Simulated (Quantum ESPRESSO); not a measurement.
Kohn-Sham bands of ZnCdO₂ (P3m1)

```yaml
crystal:
  lattice:
    - [3.44643, 0.00000, 0.00000]
    - [-1.72322, 2.98470, 0.00000]
    - [0.00000, 0.00000, 5.70527]
  atoms:
    - { symbol: Zn, position: [0.00000, 0.00000, 0.99694] }
    - { symbol: Cd, position: [0.66667, 0.33333, 0.49044] }
    - { symbol: O, position: [0.66667, 0.33333, 0.09799] }
    - { symbol: O, position: [0.00000, 0.00000, 0.65063] }
```

Structure: Materials Project mp-1215505, symmetrised, not relaxed again. Not found in the COD (Crystallography Open Database) copy used; not checked further. Level: PBEsol, spinors with spin-orbit coupling; pw.x of Quantum ESPRESSO at 82 Ry with PseudoDojo potentials, 6×6×4 k-points, Wannier90. Density: 12×12×6 mesh, Gaussian smearing 0.01 Ry.

Question: List the Kohn-Sham levels between −8 and 3.0 eV relative to the Fermi level at the high-symmetry points, as a band run of pw.x on that density gives them (levels within 2 meV counted together).

Answer: 
| point | k (reciprocal lattice) | levels (eV) |
|---|---|---|
| Γ | 0.000 0.000 0.000 | -7.27 (×2), -7.09 (×2), -6.76 (×2), -6.24 (×2), -6.15 (×2), -5.45 (×2), -5.28 (×2), -4.97 (×2), -4.67 (×2), -4.53 (×2), -4.49 (×2), -0.92 (×2), -0.89 (×2), -0.33 (×2), -0.16 (×2), -0.14 (×2), -0.12 (×2) |
| M | 0.500 0.000 0.000 | -7.14 (×2), -6.74 (×2), -6.53 (×2), -6.12 (×2), -5.96 (×2), -5.27 (×2), -4.95 (×2), -4.90 (×2), -4.60 (×2), -4.47 (×2), -3.97 (×2), -3.16 (×2), -2.60 (×2), -2.05 (×2), -1.33 (×2), -0.71 (×2) |
| K | 0.333 0.333 0.000 | -7.12, -7.01, -6.74, -6.70, -6.52, -6.23, -6.22, -6.09, -5.99, -5.97, -5.12, -5.07, -5.05, -4.86, -4.79, -4.76, -4.75, -4.49, -4.43, -4.27, -3.72, -3.71, -3.44, -3.43, -3.14, -3.12, -1.87, -1.85, -1.79, -1.74, -1.46, -1.40 |
| A | 0.000 0.000 0.500 | -7.27 (×2), -7.23 (×2), -6.80 (×2), -6.28 (×2), -6.16 (×2), -5.59 (×2), -5.43 (×2), -5.25 (×2), -4.63 (×2), -4.54 (×2), -2.56 (×2), -2.47 (×2), -0.70 (×2), -0.67 (×2), -0.36 (×2), -0.34 (×2), 2.11 (×2), 2.70 (×2) |
| L | 0.500 0.000 0.500 | -7.20 (×2), -6.78 (×2), -6.54 (×2), -6.21 (×2), -5.96 (×2), -5.31 (×2), -5.05 (×2), -4.92 (×2), -4.62 (×2), -4.43 (×2), -4.11 (×2), -3.39 (×2), -1.65 (×2), -1.48 (×2), -1.32 (×2), -1.07 (×2) |
| H | 0.333 0.333 0.500 | -7.14, -7.04, -6.82, -6.69, -6.59, -6.38, -6.38, -6.09, -5.95, -5.92, -5.25, -5.17, -5.10, -4.98, -4.79, -4.76, -4.72, -4.50, -4.39, -4.22, -4.01, -4.00, -3.28, -3.24, -2.73, -2.73, -2.10, -2.03, -1.26 (×2), -1.25, -1.24 |
